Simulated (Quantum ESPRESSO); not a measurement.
# Si6GaAs: a curve over one atom's position

A calculation, not a measurement. The program is pw.x of Quantum ESPRESSO 7.5 (plane-wave density functional theory). The cell is made up: 8 atoms on a zincblende/diamond lattice, with randomly drawn elements, strain and displacements, not relaxed. PseudoDojo standard norm-conserving files (v0.5 for PBE, v0.4.1 for LDA and PBEsol) set the functional; there is no spin polarisation, spin-orbit coupling or dispersion term, and the masses in the input are unused placeholders.

Seven runs move atom 4 (Si, counted in the order of the input) along y and keep all else fixed.

Input of the run at +0.0132:

```
&control calculation='scf', pseudo_dir='./dojo.nc.sr.pbe.v0_5.standard.upf', outdir='./o', disk_io='medium', tprnfor=.true., tstress=.true. /
&system ibrav=0, nat=8, ntyp=3, nbnd=36, ecutwfc=84.00895049, nosym=.true., tot_charge=0,
 occupations='smearing', smearing='fd', degauss=0.0073498644
/
&electrons conv_thr=7.350e-09, electron_maxstep=60, /
ATOMIC_SPECIES
As 1.0 As.upf
Ga 1.0 Ga.upf
Si 1.0 Si.upf
CELL_PARAMETERS angstrom
5.3964 0.0754 -0.0267
0.0754 5.434 -0.0517
-0.0267 -0.0517 5.3635
ATOMIC_POSITIONS angstrom
Si -0.0198 0.0411 0.0298
Ga 0.0356 2.6702 2.6533
As 2.7077 0.0044 2.6551
Si 2.7068 2.7697 -0.0084
Si 1.4023 1.3695 1.3319
Si 1.3685 4.0481 3.9657
Si 4.0285 1.3335 4.0024
Si 4.0789 4.1364 1.3074
K_POINTS automatic
6 6 6 1 1 1
```

```
shift of atom 4 along y (Å)  free energy less that of the input shown (eV)  Fx on atom 4 (eV/Å)  Fy on atom 4 (eV/Å)  Fz on atom 4 (eV/Å)  pressure (GPa)  iterations
                    -0.0894                                         0.0607                0.270                1.265               -0.313            7.59          10
                    -0.0690                                         0.0376                0.267                0.998               -0.303            7.54          10
                    -0.0509                                         0.0217                0.264                0.761               -0.294            7.51          10
                    -0.0305                                         0.0089                0.261                0.492               -0.284            7.49          10
                    -0.0183                                         0.0039                0.259                0.331               -0.278            7.48          10
                    +0.0132                                         0.0000                0.254               -0.085               -0.263            7.47          10
                    +0.0666                                         0.0233                0.245               -0.788               -0.237            7.50          10
```

A cubic fit gives dFy/dy = -13.20 eV/Å² at zero shift. Across the table the free energy follows the integral of the force to within 0.1 meV. A rerun of one of the cells at 1437 eV and a 8 x 8 x 8 mesh moved values by no more than 0.002 eV in energy, 0.02 GPa in stress and 0.002 eV/Å in force.